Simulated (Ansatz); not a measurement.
ZrRu:
```cif
data_Ru4Zr4
_chemical_formula_sum 'Ru4 Zr4'
_space_group_name_H-M_alt 'Fm-3m'
_space_group_IT_number 225
_space_group_name_Hall '-F 4 2 3'
_cell_length_a 5.35621
_cell_length_b 5.35621
_cell_length_c 5.35621
_cell_angle_alpha 90.000
_cell_angle_beta 90.000
_cell_angle_gamma 90.000
loop_
_atom_site_label
_atom_site_type_symbol
_atom_site_symmetry_multiplicity
_atom_site_Wyckoff_symbol
_atom_site_fract_x
_atom_site_fract_y
_atom_site_fract_z
_atom_site_occupancy
Ru1 Ru 4 a 0.00000 0.00000 0.00000 1
Zr1 Zr 4 b 0.50000 0.50000 0.50000 1
```
(The calculation used a cell of 2 atoms; values per cell refer to that cell.)

Relaxed with PBE.

Q: Which orbitals make up the states near the Fermi level in PBE in the plane-wave PAW code Ansatz?

A: Within 0.5 eV of the Fermi level: Ru 4d 61 %, Zr 4d 27 %. Projections are on Löwdin-orthogonalised atomic valence shells; empty p or d shells of many metals are not among them.

Q: Tabulate the density of states.

A: States/eV per cell of 2 atoms, in 0.25 eV bins, energy from the Fermi level.

```
E (eV)  total  Ru 4d  Zr 4d  Ru 5s
------  -----  -----  -----  -----
-5.70    0.00   0.00   0.00   0.00
-5.45    0.05   0.00   0.00   0.02
-5.20    0.11   0.00   0.00   0.04
-4.95    0.15   0.00   0.00   0.06
-4.70    0.19   0.00   0.00   0.07
-4.45    0.23   0.01   0.01   0.09
-4.20    0.38   0.07   0.05   0.10
-3.95    0.81   0.29   0.22   0.12
-3.70    1.13   0.45   0.34   0.14
-3.45    1.49   0.64   0.46   0.16
-3.20    2.06   0.96   0.64   0.19
-2.95    3.67   1.90   1.14   0.27
-2.70    4.07   2.20   1.16   0.33
-2.45    3.79   2.06   1.22   0.14
-2.20    3.16   2.15   0.79   0.06
-1.95    4.11   2.89   1.01   0.07
-1.70    3.26   2.21   0.88   0.08
-1.45    3.42   2.56   0.69   0.08
-1.20    3.98   3.15   0.60   0.09
-0.95    2.15   1.51   0.48   0.06
-0.70    3.03   2.21   0.63   0.08
-0.45    3.58   2.72   0.61   0.12
-0.20    3.12   2.23   0.62   0.15
0.05     0.43   0.14   0.22   0.02
0.30     1.37   0.41   0.69   0.08
0.55     1.24   0.40   0.56   0.09
0.80     1.19   0.34   0.57   0.06
1.05     1.26   0.32   0.67   0.05
1.30     1.36   0.30   0.82   0.04
1.55     1.35   0.28   0.87   0.05
1.80     1.25   0.25   0.81   0.10
2.05     1.80   0.42   1.08   0.17
2.30     2.60   0.68   1.51   0.22
2.55     2.62   0.65   1.60   0.18
2.80     2.75   0.58   1.83   0.16
3.05     1.86   0.38   1.25   0.09
3.30     2.46   0.37   1.93   0.05
3.55     3.85   0.58   3.11   0.05
3.80     3.12   0.59   2.25   0.08
4.05     2.94   0.67   1.93   0.10
4.30     2.21   0.46   1.35   0.11
4.55     1.32   0.16   0.72   0.10
4.80     0.91   0.13   0.46   0.06
```

The start of the workflow was typed in or built on a structure type; neither database checked (COD, Materials Project) lists it. COD files the formula under space group No. 221, so this cell is another polymorph or a model. Its standing as an ambient phase is unchecked. The cell was relaxed with PBE under the symmetry of its start; its stability against distortions is not shown here. No spin polarisation was allowed. Spin–orbit coupling is left out wherever it is not named.

Potentials: the earlier of the program's two PAW sets.
